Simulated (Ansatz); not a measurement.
Relaxed LaTl3 (Cu3Au type):

```xyz
8
Lattice="9.4759 0.0000 0.0000 0.0000 4.7379 0.0000 0.0000 0.0000 4.7379" Properties=species:S:1:pos:R:3 pbc="T T T"
La     0.0000     0.0000     0.0000
La     4.7379     0.0000     0.0000
Tl     0.0000     2.3690     2.3690
Tl     4.7379     2.3690     2.3690
Tl     2.3690     0.0000     2.3690
Tl     7.1069     0.0000     2.3690
Tl     2.3690     2.3690     0.0000
Tl     7.1069     2.3690     0.0000
```

The atoms are displaced by Q × the pattern below (from a DFPT mode at X = (0.5, 0.0, 0.0), largest move 1; Q in Å), at fixed cell. It is one choice among 2 degenerate patterns. (q is in reciprocal vectors of the primitive cell; the cell shown is doubled to hold the pattern.)

```csv
atom,x,y,z
La1,0.000,0.000,0.565
La2,0.000,0.000,-0.565
Tl3,0.000,0.000,1.000
Tl4,0.000,0.000,-1.000
```

Atoms not listed stay in place.

The numbers are results of LDA (plane waves to 420 eV, PAW, scalar-relativistic; Ansatz, a quantum-chemistry and plane-wave program), not measurements. k mesh 5×10×10 (Γ-centred), Fermi-Dirac smearing 0.05 eV. E stands for the smeared free energy. With partly filled bands, energies and forces of such displacements shift with the k mesh and the smearing. LaTl3 is run without spin polarisation. LaTl3 was relaxed with its symmetry unable to fall. Spin-orbit coupling is left out, though Tl is heavy. The zero of ΔE is the undisplaced structure. The last digit holds for this mesh only.

| Q (Å) | ΔE (meV/cell) |
|---|---|
| -0.180 | 80.9 |
| -0.150 | 56.0 |
| -0.120 | 35.7 |
| -0.090 | 20.1 |
| -0.060 | withheld |
| -0.030 | 2.2 |
| 0.000 | 0.0 |
| 0.030 | 2.2 |
| 0.060 | withheld |
| 0.090 | 20.1 |
| 0.120 | 35.7 |
| 0.150 | 56.0 |
| 0.180 | 80.9 |

Task: Fit an even polynomial form (powers 2, 4) to the given rows and predict ΔE at Q = -0.060.

Result: Least squares on the 11 given rows: ΔE = (2469)·Q² + (845.6)·Q⁴, in meV/cell with Q in Å; root-mean-square residual 0.03 meV/cell. At -0.060 the fit gives 8.9 meV/cell; the calculation gives 8.9 meV/cell, the same to the digits shown. The quadratic term alone would give 8.9 meV/cell.

(A displaced cell: forces are minus the slopes of the energy, force constants its curvatures, and phonons follow from these.)
